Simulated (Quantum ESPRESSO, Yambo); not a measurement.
# CaHI: DFT and GW levels

```
CELL_PARAMETERS angstrom
      3.97973     0.00000     0.00000
      0.00000     3.97973     0.00000
      0.00000     0.00000     8.59084
ATOMIC_POSITIONS crystal
  H  0.50000 0.50000 0.00000
  H  0.00000 0.00000 0.00000
  Ca 0.00000 0.50000 0.13827
  Ca 0.50000 0.00000 0.86173
  I  0.00000 0.50000 0.67974
  I  0.50000 0.00000 0.32026
```

Cell and atoms were relaxed with PBE+D3(BJ) from Materials Project entry mp-24204, within its symmetry.

Starting point: PBEsol (Quantum ESPRESSO, PseudoDojo norm-conserving, 72 Ry, no spin-orbit coupling). G0W0 in Yambo: 4×4×1 Γ-centred k mesh, 269 bands and a 8 Ry block in the screening, 269 bands in G with the Bruneval-Gonze terminator, plasmon pole fitted at 27.2 eV.

| Quantity | Result |
|---|---|
| PBEsol gap along the band path | 2.92 eV |
| PBEsol gap between the mesh's edge points ((0, 0.25, 0) → M) | 3.45 eV |
| G0W0 gap between the same points | 5.11 eV |
| PBEsol smallest direct gap on the mesh (at Γ) | 3.84 eV |
| G0W0 direct gap at that point | 5.96 eV |
| estimate of the fundamental G0W0 gap (path gap plus the correction; the mesh misses a band edge) | 4.58 eV |

```csv
k point,band,E PBEsol (eV),E QP (eV),shift (eV),Z
Γ,VB,-0.02,-1.11,-1.09,0.81
Γ,CB,3.82,4.85,1.03,0.82
"(0, 0.25, 0)",VB,0.00,-1.06,-1.06,0.81
"(0, 0.25, 0)",CB,3.95,4.94,0.99,0.82
X,VB,-0.05,-1.10,-1.05,0.81
X,CB,4.12,5.14,1.02,0.82
M,VB,-1.10,-2.19,-1.09,0.80
M,CB,3.45,4.05,0.60,0.82
```

Energies count from the PBEsol valence-band maximum.

Nearest settings tried, and what they do to the gap: 3 Ry block (85 vectors against 363): -301 meV. Not varied: bands in G, bands in W, mesh. So the settings aren't converged at that level. The k mesh is coarse.

Without spin-orbit coupling, band edges of such heavy elements can be off by tenths of an eV.
